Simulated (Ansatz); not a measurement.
CoW:
```
CELL_PARAMETERS angstrom
      1.34168    -4.72524     0.00000
      1.34168     4.72524     0.00000
      0.00000     0.00000     4.10617
ATOMIC_POSITIONS crystal
  W  0.65616 0.34384 0.25000
  Co 0.92430 0.07570 0.25000
  W  0.34384 0.65616 0.75000
  Co 0.07570 0.92430 0.75000
```
The run is spin-polarised; directions of the spins, atom by atom: 0 ↑ 0 ↑.

Relaxed with r²SCAN. Special points in fractions of this cell's reciprocal vectors: Γ (0.000, 0.000, 0.000); Y (-0.500, 0.500, 0.000); C0 (-0.270, 0.730, 0.000); Σ0 (0.270, 0.270, 0.000); Z (0.000, 0.000, 0.500); A0 (0.270, 0.270, 0.500); E0 (-0.270, 0.730, 0.500); T (-0.500, 0.500, 0.500); S (0.000, 0.500, 0.000); R (0.000, 0.500, 0.500).

Problem. List the band energies nearest the Fermi level at these points for r²SCAN (plane waves, PAW; program Ansatz).

Solution. In eV from the Fermi level; about four levels below and three above (degenerate sets whole), none deeper than 8.9 eV; points with the same levels are listed once.

```
k                       below                above
----  -----------------------  -------------------
Γ ↑   -1.36 -1.32 -0.88 -0.72       1.01 2.34 2.48
Y ↑   -1.24 -1.14 -1.12 -0.94       1.43 2.89 3.03
C0 ↑  -1.71 -1.59 -1.00 -0.16       0.27 0.70 1.04
Z ↑   -1.24 -1.24 -0.02 -0.02  0.61 0.61 1.73 1.73
A0 ↑  -0.64 -0.64 -0.27 -0.27  1.13 1.13 2.75 2.75
T ↑   -1.27 -1.27 -1.08 -1.08  1.08 1.08 2.55 2.55
S ↑   -2.01 -1.18 -1.11 -0.30       0.32 0.88 0.92
R ↑   -0.67 -0.67 -0.41 -0.41  0.38 0.38 2.83 2.83
Γ ↓   -0.95 -0.62 -0.28 -0.15       0.39 0.95 2.42
Y ↓   -0.57 -0.46 -0.29 -0.16       1.79 3.12 3.17
C0 ↓  -1.40 -1.37 -1.00 -0.32       0.25 1.53 1.71
Z ↓   -1.29 -1.29 -0.62 -0.62  0.28 0.28 1.60 1.60
A0 ↓  -1.97 -1.97 -0.82 -0.82  0.27 0.27 0.42 0.42
T ↓   -0.68 -0.68 -0.49 -0.49  1.94 1.94 2.66 2.66
S ↓   -1.54 -1.35 -0.48 -0.24       0.07 1.41 1.62
R ↓   -0.42 -0.42 -0.34 -0.34  0.37 0.37 1.42 1.42
```

Space group Cmcm. The start of the workflow was typed in or built on a structure type; neither database checked (COD, Materials Project) lists it. Its standing as an ambient phase is unchecked. Symmetry was held in the r²SCAN relaxation; whether a distortion lowers the energy is not shown. Magnetic state: ferromagnetic, the only order run, not a proven ground state. Its formation energy is positive at this level, so the cell may be metastable or incomplete. Other orbital occupations within this spin state were not tried. Scalar-relativistic: spin–orbit coupling is off unless named, which matters more the heavier the elements.

Potentials: the later of the program's two PAW sets.
